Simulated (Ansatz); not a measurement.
This run works on a generated trial structure, not on a known crystal.

Input and command of a plane-wave DFT calculation in Ansatz:

```yaml
crystal:
  lattice:
    - [3.29770316, -3.19019738, 0.0]
    - [3.29770316, 3.19019738, 0.0]
    - [-3.12446296, 0.0, 4.42700382]
  atoms:
    - { symbol: Zr, position: [0.64265811, 0.64265811, 0.11808447] }
    - { symbol: Zr, position: [0.75601405, 0.3148604, 0.51982588] }
    - { symbol: Zr, position: [0.3148604, 0.75601405, 0.51982588] }
    - { symbol: Zn, position: [0.06050886, 0.06050886, 0.00241463] }
    - { symbol: "N", position: [0.41103527, 0.94206136, 0.29988337] }
    - { symbol: "N", position: [0.94206136, 0.41103527, 0.29988337] }
    - { symbol: "N", position: [0.698722, 0.698722, 0.81219047] }
basis:
  ecutwfc: 420
kpoints:
  mp_grid: { grid: [4, 4, 4] }
hamiltonian:
  xc: pbe
scf:
  occupations: { method: gaussian, width: 0.2 }
  lower_state_search: "off"
output:
  forces: true
  stress: true
  eigenvalues: true
relax:
  adjacent_minimum: "off"
  f_tol: 0.08
  max_steps: 16
  cell: { stress_tol: 0.8 }
```

```bash
ansatz run input.yaml --threads 1 --pin off --max-ram 2560MiB --backend cpu --events-out ev --progress --plain --runs-dir out
```

Processor: AMD EPYC 7R43 64-Core Processor (Zen 3), 1 thread, on a host shared with other jobs.

Q: Estimate time, memory and problem size.

A: About 3.6 min, peak memory 0.46 GiB. It solves 39 bands at 24 k points (after reduction by symmetry) with about 2399 plane waves (on the last cell), in 139 SCF iterations over 17 ionic steps, the closing evaluation included.
